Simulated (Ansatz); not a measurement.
Notes on a calculation: BiIr (zincblende structure)

Computed with Ansatz (plane waves, PAW, 500 eV cutoff): r²SCAN, scalar-relativistic, no spin polarisation, Γ-centred 10×10×10 mesh, 0.05 eV Gaussian smearing. The datasets are Ansatz's generated set soft_2.

The structure was built from a prototype; whether the compound forms in it isn't claimed.

Starting cell:

```
CELL_PARAMETERS angstrom
0.00000 2.78323 2.78323
2.78323 0.00000 2.78323
2.78323 2.78323 0.00000
ATOMIC_POSITIONS crystal
Ir 0.00000 0.00000 0.00000
Bi 0.25000 0.25000 0.25000
```

The first steps of the search for zero pressure:

```tsv
run	level	k-mesh	kind	V (Å³/atom)	P (GPa)	gap on the mesh (eV)
1	PBE, 420 eV	6×6×6	fixed cell	21.56	51.1	metal
```

(1) At which volume does r²SCAN reach zero pressure?

Answer:

(1) 28.04 Å³/atom, about 30.1 % over the start.

The steps that followed:

```tsv
run	level	k-mesh	kind	V (Å³/atom)	P (GPa)	E − E(final) (meV/atom)	gap on the mesh (eV)
2	PBE, 420 eV	6×6×6	fixed cell	24.15	23.5	–	metal
3	PBE, 420 eV	6×6×6	fixed cell	27.04	6.3	–	metal
4	PBE, 420 eV	6×6×6	fixed cell	28.80	0.1	–	metal
5	r²SCAN	10×10×10	fixed cell	28.80	-2.4	5.7	metal
6	r²SCAN	10×10×10	fixed cell	28.34	-1.0	0.9	metal
7	r²SCAN	10×10×10	fixed cell	28.04	0.0	0.0	metal
```

The final structure (symmetry read at 0.01 Å). It takes space group F-43m (No. 216, cubic). The conventional cell has a = 6.076 Å, b = 6.076 Å, c = 6.076 Å, α = 90.00°, β = 90.00°, γ = 90.00°. Around Ir (site symmetry -43m) lie 4 Bi at 2.63 Å. Bi (site symmetry -43m) is surrounded by 4 Ir at 2.63 Å. (Shells end 15 % past the nearest neighbour.)

- At the final geometry the gap, band path included, is zero (metallic).
- The equation of state gives B0 = 95 GPa and B0′ = 4.7.
- Against the elements' standard states, run alike and uncorrected, the formation energy is 0.65 eV/atom, so this structure is unstable against them at this level.
- The runs in the table took roughly 0.6 core-minutes.

For elements this heavy, spin–orbit coupling would shift levels and gaps; it isn't included here.
